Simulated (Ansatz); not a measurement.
The start is a generated cell, Ta built in the AFLOW prototype A_oC4_63_c (A20). A full variable-cell relaxation at zero pressure is run with PBE (plane waves to 420 eV, PAW, scalar-relativistic; Ansatz, a quantum-chemistry and plane-wave program). The first steps use a coarse 13×13×7 k-mesh.

Initial structure:
```
Ta
1.0
    1.36339    -2.81311     0.00000
    1.36339     2.81311     0.00000
    0.00000     0.00000     4.72767
Ta
2
Direct
  0.89772   0.10228   0.25000
  0.10228   0.89772   0.75000
```

What pressure does the first self-consistent step give?

+8.0 GPa (positive: the cell is compressed).

What is the largest force in the starting geometry, and on which atom (counted from 1)?

1.32 eV/Å, on Ta1, Ta2 (atoms numbered as listed).

How much energy is released per atom?

0.18 eV/atom.

How does the volume change?

+3.0 %, from 18.13 to 18.68 Å³/atom.

How do the shortest distances between atoms change?

The closest pairs of elements (up to four, under 3.6 Å), start → end: Ta–Ta 2.63 → 2.73 Å.

Give the final cell and atomic positions.


Space group Cmcm (No. 63); a = 2.7333 Å, b = 5.4978 Å, c = 4.9716 Å, α = 90.00°, β = 90.00°, γ = 90.00°

| atom | site | symmetry | x | y | z |
|---|---|---|---|---|---|
| Ta | 4c | m2m | 0.0000 | 0.1338 | 0.7500 |
(The calculation used a cell of 2 atoms; values per cell refer to that cell.)

The space group stays Cmcm (No. 63) (the run could not lower it); the end is AFLOW prototype A_oC4_63_c (A20), with 2 atoms in the primitive cell. Final values are on a 19×19×10 k-mesh of the relaxed cell. No spin polarisation in the result.

The run could not lower the symmetry of its start; a shaken copy of this end point relaxes with PBE to Im-3m (No. 229), 0.21 eV/atom lower.

The relaxed structure here is a generated cell of Ta: the first start was made by placing the elements on the sites of a structure type, and the end was not matched to a known phase here, so it may be hypothetical. Known forms of Ta include space group No. 229.
